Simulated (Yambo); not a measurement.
Yambo run on PNO (space group I2_12_12_1, No. 24). The wavefunctions come from this Quantum ESPRESSO step (LDA, PseudoDojo standard norm-conserving files, scalar-relativistic):

```
&CONTROL
  calculation = 'nscf'
  pseudo_dir = './pseudo'
  outdir = './out'
/
&SYSTEM
  ibrav = 0
  nat = 6
  ntyp = 3
  ecutwfc = 84.0
  ecutrho = 336.0
  occupations = 'fixed'
  force_symmorphic = .true.
  nbnd = 110
/
&ELECTRONS
  conv_thr = 6.000000000000001e-09
  diago_full_acc = .true.
  diago_thr_init = 1e-08
/
ATOMIC_SPECIES
N 14.0070 N.upf
O 15.9990 O.upf
P 30.9738 P.upf
CELL_PARAMETERS angstrom
 -2.223785000000   2.388565000000   3.502185000000
  2.223785000000  -2.388565000000   3.502185000000
  2.223785000000   2.388565000000  -3.502185000000
ATOMIC_POSITIONS crystal
N   0.000000000000   0.000000000000   0.000000000000
N   0.500000000000   0.715920000000   0.215920000000
O   0.122880000000   0.857960000000   0.480840000000
O   0.877120000000   0.357960000000   0.735080000000
P   0.860830000000   0.968790000000   0.607960000000
P   0.139170000000   0.747130000000   0.107960000000
K_POINTS automatic
4 4 4 0 0 0
```

Yambo input:

```
rim_cut
gw0
dyson
el_el_corr
HF_and_locXC
ppa
em1d
RandQpts= 1000000
RandGvec= 1 Ry
EXXRLvcs= 84 Ry
VXCRLvcs= 336 Ry
Chimod= "HARTREE"
% BndsRnXp
 1 | 109 |
%
NGsBlkXp= 7 Ry
% LongDrXp
 1.0 | 1.0 | 1.0 |
%
PPAPntXp= 27.2114 eV
% GbndRnge
 1 | 109 |
%
GTermKind= "BG"
DysSolver= "n"
ExtendOut
% QPkrange
 1 | 1 | 16 | 17 |
 3 | 3 | 16 | 17 |
 8 | 8 | 16 | 17 |
 10 | 10 | 16 | 17 |
 11 | 11 | 16 | 17 |
 18 | 18 | 16 | 17 |
 23 | 23 | 16 | 17 |
%
```

k points by index: 1 = Γ, 3 = (0, 0, -0.5), 8 = (0, -0.5, 0), 10 = (0, -0.5, -0.5), 11 = (0.25, 0.25, 0.25), 18 = (-0.5, -0.5, -0.5), 23 = (-0.5, 1, 0).

Table of the .qp output:

```
#    K-point    Band    Eo [eV]    E [eV]    E-Eo [eV]    Vxc [eV]    Vnlxc [eV]    Sc|Eo [eV]    Sc|E [eV]    dSc/dw|Eo [eV]    Re(Z)    Im(Z)
#
    1    16    -0.424609    -1.585459    -1.160849    -16.57067    -20.99758    2.997822    3.266065    -6.287360    0.812309    -0.001094
    1    17    5.114628    6.346964    1.232335    -11.75408    -6.534342    -3.766017    -3.987402    -4.888087    0.847720    -0.889274E-3
    3    16    -0.587982    -1.689498    -1.101516    -17.06545    -21.50302    3.079098    3.336048    -6.347024    0.810865    -0.001097
    3    17    5.881127    7.279066    1.397939    -13.74175    -7.928805    -4.136209    -4.415003    -5.426472    0.833736    -0.946249E-3
    8    16    -0.503617    -1.626431    -1.122814    -16.11222    -20.35082    2.857263    3.115783    -6.264691    0.812859    -0.001131
    8    17    6.566285    7.996312    1.430027    -14.26825    -8.279679    -4.267397    -4.558549    -5.539831    0.830850    -0.984227E-3
    10    16    -0.731087    -1.870184    -1.139097    -17.14691    -21.73959    3.188434    3.453580    -6.333399    0.811194    -0.001114
    10    17    5.641551    6.899965    1.258414    -12.59908    -7.173758    -3.926334    -4.166911    -5.201772    0.839516    -0.893550E-3
    11    16    -0.858561    -2.007083    -1.148522    -16.70781    -21.21440    3.089534    3.358074    -6.361835    0.810507    -0.001109
    11    17    6.191221    7.613540    1.422318    -13.93461    -8.133406    -4.095669    -4.378883    -5.418019    0.833952    -0.964770E-3
    18    16    0.000000    -1.040523    -1.040523    -16.96543    -21.14352    2.896163    3.137568    -6.312587    0.811698    -0.001090
    18    17    6.608193    7.978147    1.369954    -13.02780    -7.571385    -3.815496    -4.086461    -5.381802    0.834878    -0.981696E-3
    23    16    -0.731106    -1.870247    -1.139141    -17.14692    -21.73963    3.188459    3.453568    -6.332263    0.811222    -0.001105
    23    17    5.641554    6.900053    1.258498    -12.59908    -7.173766    -3.926197    -4.166819    -5.202397    0.839499    -0.920748E-3
```
(The two width columns are left out.) Convergence of these settings isn't established.

Geometry of the Materials Project entry, not relaxed at this level.

The structure is a Materials Project entry; no match was found in the copy of COD used, and its stability was not checked.
